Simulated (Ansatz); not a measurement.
Here is an unrelaxed guess for ZnCd4S.

```xyz
6
Lattice="4.3635 0.0000 0.0000 0.0000 4.3635 0.0000 0.0000 0.0000 6.1784" Properties=species:S:1:pos:R:3 pbc="T T T"
Zn    0.0000    0.0000    0.0000
Cd    2.1817    0.0000    4.6079
Cd    0.0000    2.1817    1.5705
Cd    2.1817    0.0000    1.5705
Cd    0.0000    2.1817    4.6079
S     2.1817    2.1817    3.0892
```

Level of theory: DFT PBE, scalar-relativistic, plane waves, PAW (Ansatz). Cutoff 420 eV; k points 4×4×4 on the computed 6-atom cell (Γ-centred); Gaussian smearing, width 0.10 eV; no spin polarisation.

The zero of energy is the elements' standard structures at the same level; no fitted shifts are applied.

Task: Estimate its pressure, forces and energy as it stands.

Result: The pressure is 12.7 GPa (the mean over three directions, positive in compression), the largest force is 0.79 eV/Å, and the energy is +0.12 eV/atom against the elements. The shortest distance is 2.66 Å.

Task: Is it a good guess?

Result: A fair one: relaxing gains about 0.14 eV/atom (the start's value is from the coarse mesh, so the gain is rough) in 12 ionic steps and ends at −0.03 eV/atom on the finer mesh. The symmetry stays P4/mmm (No. 123). The volume per atom grows by 20.8 %, from 19.6 to 23.7 Å³. The shortest distance goes from 2.66 Å (Cd–S) to 2.78 Å (Zn–Cd). The ratio c/a of the conventional cell changes by a factor of 1.14. Conventional cell: a = 4.451 Å, c = 7.173 Å. Zn has 8 Cd at 2.78 Å; Cd has 2 Zn at 2.78 Å, 2 S at 2.94 Å and 5 Cd at 3.15–3.33 Å; around S lie 8 Cd at 2.94 Å.

The last run used an 8×8×6 mesh (in the run's order of axes) for its 6-atom cell and Gaussian smearing of 0.10 eV. For metals, differences of a few meV/atom aren't resolved. The reference form of S is held partly by dispersion forces, which this level lacks. The relaxation can't lower the symmetry of the start, and the grade says only how near the guess is to its own end. Symmetry constrained the relaxation, so the result can be a saddle point.
